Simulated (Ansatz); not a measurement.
TaAl:
```yaml
crystal:
  lattice:
    - [3.22517, 0.00000, 0.00000]
    - [0.00000, 3.22517, 0.00000]
    - [0.00000, 0.00000, 3.22517]
  atoms:
    - { symbol: Ta, position: [0.00000, 0.00000, 0.00000] }
    - { symbol: Al, position: [0.50000, 0.50000, 0.50000] }
```

Relaxed with PBE (plane waves, PAW; program Ansatz). Indices refer to the conventional cell of Pm-3m, a = 3.2252 Å, b = 3.2252 Å, c = 3.2252 Å, α = 90.00°, β = 90.00°, γ = 90.00°.

Q: Simulate the powder diffraction pattern (Fe Kα, λ = 1.93735 Å; lines above 1 %) up to 2θ = 90°.

A: Simulated powder pattern, Fe Kα, λ = 1.93735 Å (kinematic, ideal powder, no thermal factors, no anomalous dispersion; the 30 strongest lines at most, above 1 %, up to 2θ = 90°):

```tsv
2θ (°)	d (Å)	I/Imax (%)	hkl
34.96	3.225	71	(100)
50.27	2.281	100	(110)
62.69	1.862	20	(111)
73.84	1.613	17	(200)
84.38	1.442	29	(210)
```

The start of the workflow was typed in or built on a structure type; neither database checked (COD, Materials Project) lists it. Whether it is the stable phase at ambient conditions was not checked. Symmetry was held in the PBE relaxation; its stability against distortions is not shown here. No spin polarisation was allowed. Spin–orbit coupling is left out wherever it is not named.

Potentials: the later of the program's two PAW sets.
